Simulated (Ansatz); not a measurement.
# Band table of P (bcc type)

```xyz
1
Lattice="-1.5066 1.5066 1.5066 1.5066 -1.5066 1.5066 1.5066 1.5066 -1.5066" Properties=species:S:1:pos:R:3 pbc="T T T"
P     0.0000    0.0000    0.0000
```

The cell comes from a relaxation on PAW files under the same functional, begun from a prototype that needn't be the stable phase.

All numbers are PBEsol results (scalar-relativistic) from Ansatz 0.2.0, with a Γ-centred 17×17×17 k mesh, Fermi–Dirac smearing of 0.05 eV, no spin polarisation. Methods: LAPW: all electrons, basis error target 1 meV/atom.

Path points, in fractions of the reciprocal vectors: Γ (0.000, 0.000, 0.000), H (0.500, -0.500, 0.500), N (0.000, 0.000, 0.500), P (0.250, 0.250, 0.250). The distance column jumps between branches of the path. Levels in eV from the Fermi level; bands 5 to 9, counted from the lowest band of the run. The gap is zero, the pressure 0.05 GPa.

```
# k(1/Å) point b5 b6 b7 b8 b9
0.000 Γ -16.80 7.65 7.65 7.65 11.97
0.298 - -16.49 6.42 6.42 6.64 12.28
0.596 - -15.54 4.09 4.09 4.56 10.21
0.894 - -13.97 1.81 1.81 2.40 7.37
1.192 - -11.81 -0.09 -0.09 0.54 5.12
1.489 - -9.12 -1.49 -1.49 -0.88 3.49
1.787 - -6.06 -2.34 -2.34 -1.87 2.52
2.085 H -3.79 -2.63 -2.63 -2.63 2.19
2.296 - -4.92 -3.32 -2.49 -1.57 2.68
2.506 - -6.38 -4.59 -2.06 -0.34 4.11
2.717 - -7.65 -5.81 -1.36 0.79 6.21
2.928 - -8.67 -6.82 -0.39 1.98 8.47
3.138 - -9.41 -7.55 0.79 3.31 9.82
3.349 - -9.86 -7.99 2.01 4.72 8.24
3.560 N -10.01 -8.14 2.68 5.57 7.28
3.770 - -11.28 -6.60 2.81 5.66 7.43
3.981 - -12.90 -4.17 3.21 5.92 7.86
4.192 - -14.29 -1.46 3.87 6.32 8.56
4.402 - -15.38 1.39 4.78 6.79 9.49
4.613 - -16.17 4.19 5.88 7.23 10.56
4.823 - -16.64 6.57 7.03 7.54 11.54
5.034 Γ -16.80 7.65 7.65 7.65 11.97
5.292 - -16.56 6.08 7.12 7.12 11.75
5.550 - -15.85 3.42 5.41 5.41 11.68
5.808 - -14.68 0.78 3.04 3.04 12.32
6.066 - -13.05 -1.59 0.68 0.68 13.50
6.324 - -11.03 -3.57 -1.41 -1.41 15.08
6.582 - -8.78 -4.94 -3.11 -3.11 16.93
6.840 P -7.62 -4.39 -4.39 -4.39 18.68
7.098 - -7.96 -5.24 -5.24 -1.51 15.63
7.356 - -8.22 -5.64 -5.64 1.97 12.38
7.614 - -8.10 -5.60 -5.60 4.95 10.10
7.872 - -7.53 -5.13 -5.13 4.14 8.68
8.130 - -6.54 -4.29 -4.29 1.58 5.64
8.388 - -5.14 -3.24 -3.24 -0.90 3.25
8.646 H -3.79 -2.63 -2.63 -2.63 2.19
10.452 P -7.62 -4.39 -4.39 -4.39 18.68
10.600 - -7.86 -5.38 -4.01 -3.25 17.31
10.749 - -8.38 -6.22 -3.09 -1.97 15.80
10.898 - -8.92 -6.91 -1.88 -0.56 14.14
11.047 - -9.39 -7.45 -0.53 0.99 12.33
11.196 - -9.73 -7.84 0.87 2.64 10.44
11.345 - -9.94 -8.07 2.11 4.35 8.56
11.494 N -10.01 -8.14 2.68 5.57 7.28
```
